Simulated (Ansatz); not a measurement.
Vibrational response of TaAl5B

The calculation used DFT PBE, scalar-relativistic, plane waves, PAW (Ansatz). Settings: 420 eV plane-wave cutoff, Γ-centred 12×12×2 mesh, Gaussian smearing of 0.10 eV. No spin polarisation. Phonons by linear response, acoustic sum rule imposed.

Equilibrium structure at this level:
```yaml
crystal:
  lattice:
    - [2.97288, 0.00000, 0.00000]
    - [-1.48644, 2.57459, 0.00000]
    - [0.00000, 0.00000, 28.34667]
  atoms:
    - { symbol: Ta, position: [0.00000, 0.00000, 0.43952] }
    - { symbol: Ta, position: [0.00000, 0.00000, 0.56048] }
    - { symbol: Al, position: [0.66667, 0.33333, 0.27944] }
    - { symbol: Al, position: [0.00000, 0.00000, 0.20078] }
    - { symbol: Al, position: [0.33333, 0.66667, 0.12049] }
    - { symbol: Al, position: [0.66667, 0.33333, 0.04042] }
    - { symbol: Al, position: [0.33333, 0.66667, 0.95958] }
    - { symbol: Al, position: [0.66667, 0.33333, 0.64003] }
    - { symbol: Al, position: [0.33333, 0.66667, 0.35997] }
    - { symbol: Al, position: [0.00000, 0.00000, 0.79922] }
    - { symbol: Al, position: [0.66667, 0.33333, 0.87951] }
    - { symbol: Al, position: [0.33333, 0.66667, 0.72056] }
    - { symbol: B, position: [0.33333, 0.66667, 0.50009] }
    - { symbol: B, position: [0.66667, 0.33333, 0.49991] }
```

The structure comes from a proposed guess, relaxed at this level; another structure or a mixture of phases may lie lower. In a metal, frequencies depend on the k mesh and the smearing, soft modes most. Spin–orbit coupling is left out, which matters for heavy elements.

Question: Is this structure stable against zone-centre distortions?

Answer: Yes, at Γ: no optical mode is imaginary. Strains and other wave vectors aren't tested by this run.

Question: List the optical modes at Γ (i marks imaginary ones).

Answer:
```
frequency (cm⁻¹)  degeneracy
              31           2
              38           2
              71           1
              75           2
              81           2
             102           1
             104           2
             111           2
             132           2
             138           2
             145           2
             148           1
             152           2
             153           2
             169           1
             214           1
             257           1
             274           1
             299           1
             305           1
             331           1
             333           1
             453           2
             527           1
             579           1
             966           2
```
